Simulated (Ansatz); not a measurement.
Space group I4/mcm (No. 140). a = 6.635 Å, b = 6.635 Å, c = 5.714 Å, α = 90.00°, β = 90.00°, γ = 90.00°
```csv
atom,site,symmetry,x,y,z
Ti,4a,422,0.0000,0.0000,0.2500
Sb,8h,m.2m,0.1530,0.6530,0.0000
```

Equation of state of this TiSb2 structure (not necessarily the ground state), with shape and atoms relaxed at each volume where symmetry leaves them free. It has no gap at any of these volumes. These are results of Ansatz 0.2.0, DFT PBEsol, scalar-relativistic, plane waves, PAW, not measurements.

Settings: cutoff 420 eV, Γ-centred mesh 8×8×8 on the computed 6-atom cell, Gaussian smearing of 0.10 eV; no spin polarisation.

```tsv
V (Å³/atom)	E − E(largest V) (meV/atom)	P (GPa)
19.705	5.11	7.04
20.334	-14.81	3.22
20.963	-20.95	-0.01
21.592	-15.42	-2.74
22.221	0.00	-5.05
```

Question: Fit a third-order Birch–Murnaghan equation to E(V).

Answer: V0 = 20.96 Å³/atom, B0 = 99 GPa, B0' = 4.5.

Spin-orbit coupling is left out, which matters for the bands of heavy elements.